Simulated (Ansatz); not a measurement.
TaSiO:
```cif
data_O2Si2Ta2
_chemical_formula_sum 'Ta2 Si2 O2'
_space_group_name_H-M_alt 'P 1'
_space_group_IT_number 1
_cell_length_a 3.26586
_cell_length_b 3.26586
_cell_length_c 6.90113
_cell_angle_alpha 90.000
_cell_angle_beta 90.000
_cell_angle_gamma 90.000
loop_
_space_group_symop_operation_xyz
  'x, y, z'
loop_
_atom_site_label
_atom_site_type_symbol
_atom_site_fract_x
_atom_site_fract_y
_atom_site_fract_z
_atom_site_occupancy
Ta1 Ta 0.00000 0.50000 0.70492 1
Ta2 Ta 0.50000 0.00000 0.29508 1
Si1 Si 0.00000 0.00000 0.00000 1
Si2 Si 0.50000 0.50000 0.00000 1
O1 O 0.50000 0.00000 0.60271 1
O2 O 0.00000 0.50000 0.39729 1
```

Relaxed with r²SCAN.

Tabulate the valence density and the electron localisation function along the shortest Ta–O contact (2.12 Å), the program Ansatz at the r²SCAN level (PAW).



```
distance from Ta (Å)  density (e/Å³)   ELF
--------------------  --------------  ----
0.21                            3.98  0.16
0.32                            4.61  0.40
0.42                            4.67  0.62
0.53                            4.07  0.71
0.64                            3.06  0.70
0.74                            2.00  0.60
0.85                            1.21  0.40
0.96                            0.78  0.22
1.06                            0.64  0.19
1.17                            0.67  0.33
1.27                            0.85  0.62
1.38                            1.20  0.79
1.49                            1.81  0.84
1.59                            2.82  0.83
1.70                            4.23  0.78
1.80                            5.85  0.66
1.91                            7.30  0.48
```

The density is the valence pseudo-density with augmentation charge, so density and ELF within about 1 Å of a nucleus are not all-electron values.

Space group P4/nmm. The start of the workflow was typed in or built on a structure type; neither database checked (COD, Materials Project) lists it. Whether it is the stable phase at ambient conditions was not checked. The r²SCAN relaxation kept the symmetry of its start; whether a distortion lowers the energy is not shown. No spin polarisation was allowed. Spin–orbit coupling is left out wherever it is not named.

Potentials: the earlier of the program's two PAW sets. The files were generated under PBE; for other functionals the program regenerates the frozen cores, and for LDA and PBEsol the local potential too.
